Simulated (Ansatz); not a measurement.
The relaxed structure here is a generated cell of Ir: the first start was made by placing the elements on the sites of a structure type, and the end was not matched to a known phase here, so it may be hypothetical. Known forms of Ir include space group No. 225.

A relaxed cell of Ir (Pm-3m (No. 221)), relaxed on a k-mesh at least as fine as the one used below. All values below come from PBEsol (plane waves to 420 eV, PAW, scalar-relativistic; Ansatz, a quantum-chemistry and plane-wave program). Γ-centred k-mesh 13×13×13 on the run's cell (coarser than for final values), Fermi–Dirac smearing 0.05 eV.

```yaml
crystal:
  lattice:
    - [5.08107, 0.00000, 0.00000]
    - [2.54053, 2.54053, 0.00000]
    - [0.00000, 0.00000, 2.54053]
  atoms:
    - { symbol: Ir, position: [0.00000, 0.00000, 0.00000] }
    - { symbol: Ir, position: [0.50000, 0.00000, 0.00000] }
```

The atoms are displaced along an unstable phonon of this cell by (Å):

| atom | ux | uy | uz |
|---|---|---|---|
| Ir1 | 0.000 | 0.000 | 0.150 |
| Ir2 | 0.000 | 0.000 | -0.150 |

Problem. What forces (eV/Å) and pressure result?

Solution. 
```
atom    Fx    Fy     Fz
----  ----  ----  -----
Ir1   0.00  0.00   0.28
Ir2   0.00  0.00  -0.28
```

Pressure -1.9 GPa.

The undisplaced cell is probably no minimum: from this displacement the run went on to I4/mmm (No. 139), 0.75 eV/atom below it.

No spin polarisation in the result.
